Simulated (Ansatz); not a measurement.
## K2LiAlH6: K-41 NMR of the central transition

Cell: a Materials Project structure (computed, not necessarily an observed phase), atoms as given.

```cif
data_K2LiAlH6
_symmetry_space_group_name_H-M 'R-3m:H'
_symmetry_Int_Tables_number 166
_cell_length_a 5.5484
_cell_length_b 5.5484
_cell_length_c 27.0436
_cell_angle_alpha 90.000
_cell_angle_beta 90.000
_cell_angle_gamma 120.000
loop_
_atom_site_label
_atom_site_type_symbol
_atom_site_symmetry_multiplicity
_atom_site_Wyckoff_symbol
_atom_site_fract_x
_atom_site_fract_y
_atom_site_fract_z
K1 K 6 c 0.0000 0.0000 0.1271
K3 K 6 c 0.0000 0.0000 0.2865
Li Li 6 c 0.0000 0.0000 0.4079
Al7 Al 3 a 0.0000 0.0000 0.0000
Al8 Al 3 b 0.0000 0.0000 0.5000
H9 H 18 h 0.8178 0.6356 0.3706
H15 H 18 h 0.8557 0.7115 0.5393
```

One atom of each set is listed; the run and its k-mesh use a cell of 20 atoms with edges of 9.57, 9.57, 9.57 Å.

All values are calculated (Ansatz; DFT, PBE, plane waves and PAW, scalar-relativistic, 420 eV cutoff, Γ-centred 6×6×6 k-points, Fermi–Dirac smearing 0.02 eV), not measured.

K-41 has I = 3/2 and Q = 73.40 mb (Pyykkö 2018); at 7.05 T its Larmor frequency is ν₀ = 7.7 MHz. Only the quadrupole interaction is simulated: positions count from each site's isotropic chemical shift, and shift anisotropy, dipolar and J coupling are left out, though they dominate static lines narrower than about 10 kHz.

**Question.** Give C_Q, η, the quadrupolar product P_Q = |C_Q|(1 + η²/3)^½, the second-order isotropic shift and the breadth of the pattern (static powder) for each K site.

**Answer.** 

```json
{"site": "K1", "first shell": "12 H at 2.78–2.83 Å", "C_Q (MHz)": "0.318", "η": "0.00", "P_Q (MHz)": "0.318", "δ_QIS (ppm)": "-42.7", "breadth (kHz)": "1.71"}
{"site": "K3", "first shell": "12 H at 2.79–2.87 Å", "C_Q (MHz)": "0.931", "η": "0.00", "P_Q (MHz)": "0.931", "δ_QIS (ppm)": "-366", "breadth (kHz)": "14.7"}
```

δ_QIS = −(ν_Q²/30ν₀²)[I(I+1) − 3/4](1 + η²/3) × 10⁶ ppm with ν_Q = 3|C_Q|/[2I(2I−1)]; it falls as 1/B₀² in ppm, and the breadth as 1/B₀ in kHz.

An axis of threefold or higher order runs through K1 and K3, so V_zz lies along it and η is zero.

Hardware: 1 thread of AMD EPYC 7R13 Processor (Zen 3) (x86_64; 16 cores open to the job, memory cap 2.5 GiB, no GPU), a shared host with a load of 0.8 a core. Wall time 31 s, CPU time 31 s, peak memory 0.68 GiB.
